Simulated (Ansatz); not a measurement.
A distorted cell of FeO (rock salt):

```xyz
2
Lattice="0.0000 2.2120 2.1530 2.2120 0.0000 2.1530 2.2120 2.2120 0.0000" Properties=species:S:1:pos:R:3 pbc="T T T"
O      0.0000     0.0000     0.0000
Fe     2.2120     2.2120     2.1530
```

The numbers are results of PBE (plane waves to 420 eV, PAW, scalar-relativistic; Ansatz, a program for electronic structure), not measurements. k mesh 19×19×19 (Γ-centred), Fermi-Dirac smearing 0.05 eV. Energies are smeared free energies. Compression counts positive. With partly filled bands, the response to shear is sensitive to the k mesh, so small differences along c/a are uncertain. FeO is run spin-polarised and with no Hubbard U; the real compound is an antiferromagnetic insulator, a state that this run doesn't describe. FeO was relaxed with its symmetry unable to fall. Relaxed FeO ends ferromagnetic. Other magnetic orders were not checked, so this need not be the ground state.

Q: Give the stress tensor in GPa and the pressure.

A: 
```
   -8.9      0.0      0.0
    0.0     -8.9      0.0
    0.0      0.0     -7.1
```
The pressure, a third of the trace, is -8.3 GPa.

Q: It is the relaxed cell deformed to V/V₀ = 1.053, (c/a)/(c/a)₀ = 0.973, c along z, fractional positions held. What is its energy relative to the relaxed cell?

A: 16 meV/atom.

(A scan under strain: stresses follow from slopes of the energy per volume, elastic moduli from its curvatures.)
